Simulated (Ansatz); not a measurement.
GaSnO3:
```xyz
5
Lattice="3.5797 0.0000 0.0000 0.0000 3.5797 0.0000 0.0000 0.0000 4.7386" Properties=species:S:1:pos:R:3 pbc="T T T"
Ga     1.7899     1.7899     2.8853
Sn     0.0000     0.0000     0.8818
O      0.0000     1.7899     2.1382
O      1.7899     0.0000     2.1382
O      1.7899     1.7899     4.7043
```

Relaxed with r²SCAN+D4. Special points in fractions of this cell's reciprocal vectors: Γ (0.000, 0.000, 0.000); X (0.000, 0.500, 0.000); M (0.500, 0.500, 0.000); Z (0.000, 0.000, 0.500); R (0.000, 0.500, 0.500); A (0.500, 0.500, 0.500).

**Question.** List the band energies nearest the Fermi level at these points for the program Ansatz at the r²SCAN+D4 level (PAW).

**Answer.** In eV from the Fermi level; about four levels below and three above (degenerate sets whole), none deeper than 8.9 eV; points with the same levels are listed once.

```
k                          below                above
-  -----------------------------  -------------------
Γ  -2.70 -2.70 -2.48 -2.48 -2.18  3.67 5.42 8.11 8.11
X        -4.34 -4.22 -2.63 -2.33       1.17 3.76 6.57
M  -3.64 -3.64 -1.72 -1.68 -1.17       6.14 6.46 6.46
Z        -3.00 -2.45 -2.45 -0.84  3.20 4.98 8.01 8.01
R        -4.29 -3.21 -2.85 -2.63       1.06 5.22 5.69
A  -2.38 -2.38 -2.02 -1.72 -1.68       6.33 6.63 6.63
```

Space group P4mm. The start of the workflow was typed in or built on a structure type; neither database checked (COD, Materials Project) lists it. Whether it is the stable phase at ambient conditions was not checked. Symmetry was held in the r²SCAN+D4 relaxation; its stability against distortions is not shown here. With an odd number of electrons in the cell and no spin polarisation, the count alone makes it a metal. Spin–orbit coupling is left out wherever it is not named.

Potentials: the earlier of the program's two PAW sets. The files were generated under PBE; for other functionals the program regenerates the frozen cores, and for LDA and PBEsol the local potential too.
